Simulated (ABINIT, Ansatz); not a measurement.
Given: the input of a run of Ansatz 0.2.0 on GdO. The cell comes from a database or a generator and needn't be the stable form of this composition.

File input.yaml:

```yaml
crystal:
  lattice:
    - [3.11329958, 0.0, 0.0]
    - [-1.55664979, 2.69619652, 0.0]
    - [0.0, 0.0, 3.03842614]
  atoms:
    - { symbol: Gd, position: [0.0, 0.0, 0.0], spin: 7.0 }
    - { symbol: O, position: [0.6666666667, 0.3333333333, 0.5] }
hamiltonian:
  xc: pbe
  pseudopotentials: { kind: paw }
magnetization:
  spin_polarized: true
kpoints:
  mp_grid: { grid: [10, 10, 9] }
scf:
  occupations: { method: fermi_dirac, width: 0.05 }
output:
  forces: true
  stress: true
  eigenvalues: true
```

Potentials or basis: Ansatz PAW.

Command:

```bash
$ ansatz run input.yaml --threads 1 --pin off --max-ram 3584MiB --backend cpu --events-out ev --progress --plain --runs-dir out
```

Problem. What does the same run look like in ABINIT 10.8.3 (patched build)? Potentials or basis there: JTH PAW PBE v2.0, cutoff 626 eV.

Solution. As run (cutoffs and basis follow the program's own potentials, and thresholds, step limits or extra output files can differ):

File run.abi:

```
# Pseudopotentials
pp_dirpath "./"
pseudos "Gd.GGA_PBE-JTH.xml, O.GGA_PBE-JTH.xml"

# Structure
acell 3*1.0 Angstrom
rprim
     3.1132995800     0.0000000000     0.0000000000
    -1.5566497900     2.6961965200     0.0000000000
     0.0000000000     0.0000000000     3.0384261400
ntypat 2
znucl 64 8
natom 2
typat 1 2
xred
     0.0000000000     0.0000000000     0.0000000000
     0.6666666667     0.3333333333     0.5000000000

# Plane-wave basis
ecut 23.0
pawecutdg 45.0
pawxcdev 0

# k points
kptopt 1
ngkpt 10 10 9
nshiftk 1
shiftk 0.0 0.0 0.0

# Exchange and correlation
ixc 11

# Bands and occupations
nband 21
occopt 3
tsmear 0.05 eV

# Spin
nsppol 2
spinat
     0.0000000000     0.0000000000     7.0000000000
     0.0000000000     0.0000000000     0.0000000000

# SCF cycle
nstep 100
tolvrs 1.0e-9

# Output
iomode 3
prtwf 0
prteig 0
prtebands 0
enunit 1
prtden 1
prtvha 1
prtvclmb 1
prtpot 1
```

Potentials or basis: JTH PAW PBE v2.0.

Run with:

```sh
$ abinit run.abi > log 2>&1
```

Both were run:

|  | Ansatz | ABINIT |
| --- | --- | --- |
| Pressure | 31.1 GPa | 30.2 GPa |
| Net moment | 7.12 μB per cell | 0.42 μB per cell |

Ansatz's pressure holds a Pulay term of +0.50 GPa for its cutoff of 420 eV, which the other run lacks.

Where Ansatz's input types no cutoff or centring, it takes its own default and a Γ-centred mesh.

The magnetic state is the one that the start led to; the real crystal's order can differ.

The cell lies far from this level's equilibrium.

Pressure is positive in compression.
